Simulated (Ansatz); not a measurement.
Input deck for Ansatz 0.2.0, then the block of the output on the nuclei.

The cell is a computed structure from the Materials Project (it need not be an observed phase), taken as it stands.

```yaml
crystal:
  lattice:
    - [4.4861765342, 2.5900952296, 7.9471902267]
    - [-4.4861765342, 2.5900952296, 7.9471902267]
    - [0.0, -5.1801904593, 7.9471902267]
  atoms:
    - { symbol: Na, position: [0.49913781, 0.49913781, 0.49913781] }
    - { symbol: Na, position: [0.99913781, 0.99913781, 0.99913781] }
    - { symbol: Ca, position: [0.35134762, 0.35134762, 0.35134762] }
    - { symbol: Ca, position: [0.85134762, 0.85134762, 0.85134762] }
    - { symbol: Sc, position: [0.65051957, 0.65051957, 0.65051957] }
    - { symbol: Sc, position: [0.15051957, 0.15051957, 0.15051957] }
    - { symbol: S, position: [0.54111685, 0.9505521, 0.2592708] }
    - { symbol: S, position: [0.9505521, 0.2592708, 0.54111685] }
    - { symbol: S, position: [0.2592708, 0.54111685, 0.9505521] }
    - { symbol: S, position: [0.04111685, 0.7592708, 0.4505521] }
    - { symbol: S, position: [0.7592708, 0.4505521, 0.04111685] }
    - { symbol: S, position: [0.4505521, 0.04111685, 0.7592708] }
    - { symbol: O, position: [0.51270208, 0.10093608, 0.28867925] }
    - { symbol: O, position: [0.10093608, 0.28867925, 0.51270208] }
    - { symbol: O, position: [0.28867925, 0.51270208, 0.10093608] }
    - { symbol: O, position: [0.01270208, 0.78867925, 0.60093608] }
    - { symbol: O, position: [0.78867925, 0.60093608, 0.01270208] }
    - { symbol: O, position: [0.60093608, 0.01270208, 0.78867925] }
    - { symbol: O, position: [0.48871113, 0.88285199, 0.72635179] }
    - { symbol: O, position: [0.88285199, 0.72635179, 0.48871113] }
    - { symbol: O, position: [0.72635179, 0.48871113, 0.88285199] }
    - { symbol: O, position: [0.98871113, 0.22635179, 0.38285199] }
    - { symbol: O, position: [0.22635179, 0.38285199, 0.98871113] }
    - { symbol: O, position: [0.38285199, 0.98871113, 0.22635179] }
    - { symbol: O, position: [0.41978878, 0.20892607, 0.60368617] }
    - { symbol: O, position: [0.20892607, 0.60368617, 0.41978878] }
    - { symbol: O, position: [0.60368617, 0.41978878, 0.20892607] }
    - { symbol: O, position: [0.91978878, 0.10368617, 0.70892607] }
    - { symbol: O, position: [0.10368617, 0.70892607, 0.91978878] }
    - { symbol: O, position: [0.70892607, 0.91978878, 0.10368617] }
    - { symbol: O, position: [0.5580533, 0.78214824, 0.4252204] }
    - { symbol: O, position: [0.78214824, 0.4252204, 0.5580533] }
    - { symbol: O, position: [0.4252204, 0.5580533, 0.78214824] }
    - { symbol: O, position: [0.0580533, 0.9252204, 0.28214824] }
    - { symbol: O, position: [0.9252204, 0.28214824, 0.0580533] }
    - { symbol: O, position: [0.28214824, 0.0580533, 0.9252204] }
kpoints:
  mp_grid: { grid: [3, 3, 3] }
scf:
  occupations: { method: fermi_dirac, width: 0.02 }
hamiltonian:
  xc: pbe
  pseudopotentials: { kind: paw }
output:
  forces: true
  stress: true
  populations: true
  efg:
    quadrupole_moments_barn: { Na: 0.104, Ca: -0.0408, Sc: -0.22, S: -0.0694, O: -0.02558 }
    contact_densities: true
```

```sh
ansatz run input.yaml --threads 1 --pin off --max-ram 2560MiB --backend cpu --events-out ev --progress --plain --runs-dir out
```

Of the output, the block on the nuclei alone is shown; the set-up, the SCF iterations, energies, forces and stress are cut. One atom of each set with nearly equal values is shown.

```
--- PAW observables at the nuclei: V_zz in 10²¹ V/m², potentials from the cell's mean, atoms counted from 1 ---
  atom   1  Na V_zz =    -0.625198   η = 0.0000   by run symmetry: allowed   C_q = -1.5722 MHz
            electrostatic potential = -975.256671 V   contact ρ = 5903.456452 e/Å³
  atom   3  Ca V_zz =    +0.282241   η = 0.0000   by run symmetry: allowed   C_q = -0.2784 MHz
            electrostatic potential = -2212.122816 V   contact ρ = 41253.053692 e/Å³
  atom   5  Sc V_zz =    -0.888637   η = 0.0000   by run symmetry: allowed   C_q = +4.7272 MHz
            electrostatic potential = -2361.739809 V   contact ρ = 48557.168531 e/Å³
  atom   7  S  V_zz =    -2.179859   η = 0.5662   by run symmetry: allowed   C_q = +3.6580 MHz
            electrostatic potential = -1622.425868 V   contact ρ = 19754.033451 e/Å³
  atom  13  O  V_zz =   +12.891651   η = 0.0631   by run symmetry: allowed   C_q = -7.9738 MHz
            electrostatic potential = -618.292111 V   contact ρ = 2157.431205 e/Å³
  atom  19  O  V_zz =   +14.638627   η = 0.0538   by run symmetry: allowed   C_q = -9.0543 MHz
            electrostatic potential = -617.669894 V   contact ρ = 2156.714604 e/Å³
  atom  25  O  V_zz =   +13.445611   η = 0.0921   by run symmetry: allowed   C_q = -8.3164 MHz
            electrostatic potential = -618.157163 V   contact ρ = 2157.326897 e/Å³
  atom  31  O  V_zz =   +14.244355   η = 0.1902   by run symmetry: allowed   C_q = -8.8104 MHz
            electrostatic potential = -617.760078 V   contact ρ = 2156.969587 e/Å³
```

Hardware: 1 thread of Intel Xeon Platinum 8259CL CPU @ 2.50GHz (Skylake/Cascade Lake) (x86_64; 4 cores open to the job, memory cap 2.5 GiB, no GPU), a shared host with a load of 0.8 a core. Wall time 1.7 min, CPU time 1.7 min, peak memory 1.2 GiB.

The largest force is 0.4 eV/Å, so the atoms aren't at the calculated equilibrium and relaxing them would move these values.
